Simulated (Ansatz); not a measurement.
Ga:
```
Ga
1.0
   -1.38657     1.38657     2.22437
    1.38657    -1.38657     2.22437
    1.38657     1.38657    -2.22437
Ga
1
Direct
  0.00000   0.00000   0.00000
```

Relaxed with LDA. Special points in fractions of this cell's reciprocal vectors: Γ (0.000, 0.000, 0.000); X (0.000, 0.000, 0.500); P (0.250, 0.250, 0.250); N (0.000, 0.500, 0.000); M (0.500, 0.500, -0.500); S (0.347, 0.653, -0.347); S0 (-0.347, 0.347, 0.347); R (-0.194, 0.194, 0.500); G (0.500, 0.500, -0.194).

Question: List the band energies nearest the Fermi level at these points for the program Ansatz at the LDA level (PAW).

Answer: In eV from the Fermi level; about four levels below and three above (degenerate sets whole), none deeper than 8.9 eV; … stands for higher levels left out; points with the same levels are listed once.

| k | below | above |
|---|---|---|
| Γ | – | 13.20 13.21 13.21 |
| X | -2.28 -1.26 | 4.09 5.10 … |
| P | -0.55 -0.16 -0.16 | 2.12 … |
| N | -5.04 -4.39 | 8.68 12.22 … |
| M | -4.04 -3.84 | 6.76 6.76 … |
| S | -2.92 -1.74 -1.30 | 8.73 … |
| R | -1.39 -0.55 | 0.22 1.34 … |

Space group I4/mmm (body-centred tetragonal). The first step of the workflow began from a Materials Project structure, measured or hypothetical; the Crystallography Open Database copy checked does not list it. It is not the phase usual at ambient conditions (space group No. 64). The LDA relaxation kept the symmetry of its start; its stability against distortions is not shown here. Spin–orbit coupling is left out wherever it is not named.

Potentials: the earlier of the program's two PAW sets. The files were generated under PBE; for other functionals the program regenerates the frozen cores, and for LDA and PBEsol the local potential too.
